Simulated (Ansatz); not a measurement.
## Electric field gradients in Sc3Al

Theory: DFT PBEsol, scalar-relativistic, plane waves, PAW (Ansatz 0.2.0). Settings: 420 eV plane-wave cutoff, Γ-centred 10×10×10 mesh, Fermi-Dirac smearing of 0.15 eV. No spin polarisation.

Equilibrium structure at this level:
```xyz
4
Lattice="4.3820 0.0000 0.0000 0.0000 4.3820 0.0000 0.0000 0.0000 4.3820" Properties=species:S:1:pos:R:3 pbc="T T T"
Sc    2.1910    0.0000    2.1910
Sc    0.0000    2.1910    2.1910
Sc    2.1910    2.1910    0.0000
Al    0.0000    0.0000    0.0000
```

In a metal these results depend on the k mesh and the smearing.

Give V_zz (10²¹ V/m²) and the asymmetry η at each distinct site.

Results:

```json
{"atom": "Sc (atom 1)", "V_zz": "0.952", "η": "0.00"}
{"atom": "Al (atom 4)", "V_zz": "0.000", "η": "zero by symmetry"}
```

Whether Sc3Al exists in this form wasn't checked.